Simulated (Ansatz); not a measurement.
Zn (P6_3/mmc): electronic heat capacity and spin susceptibility from the density of states

Method: DFT PBEsol, scalar-relativistic, plane waves, PAW (Ansatz 0.2.0).

Plane waves to 420 eV, a k mesh through Γ of 18×18×8 on the computed 2-atom cell and Gaussian smearing (0.10 eV); no spin polarisation.

Relaxed cell: P6_3/mmc, a = 2.593 Å, b = 2.593 Å, c = 4.895 Å, α = 90.00°, β = 90.00°, γ = 120.00°, 2 atoms in the primitive cell.

The density of states at the Fermi level is 0.366 states/eV in the cell of 2 atoms (2 formula units; both spins, tetrahedra on a 27×27×12 mesh).

Question: What Sommerfeld coefficient and Pauli susceptibility does this give?

Answer: Per formula unit N(E_F) = 0.183 states/eV. γ = (π²/3) k_B² N(E_F) N_A = 2.357 mJ/(mol K²) per state/eV, so γ = 0.4 mJ/(mol K²), a mole of formula units. χ_P = μ_B² N(E_F) N_A = 3.23×10⁻⁵ emu/mol per state/eV gives 0.6×10⁻⁵ emu/mol. This is the bare band result: a measured γ of the same phase is as a rule larger by a factor 1 + λ from phonons and spin fluctuations, the spin part of χ is larger by the Stoner factor, and a measured χ also holds orbital and core terms. N(E_F) at one energy is sensitive to the mesh where the density of states has sharp peaks.

Cost: 1 run of about 0.66 core-minutes, on Intel Xeon Platinum 8259CL (Skylake/Cascade Lake) (shared hosts).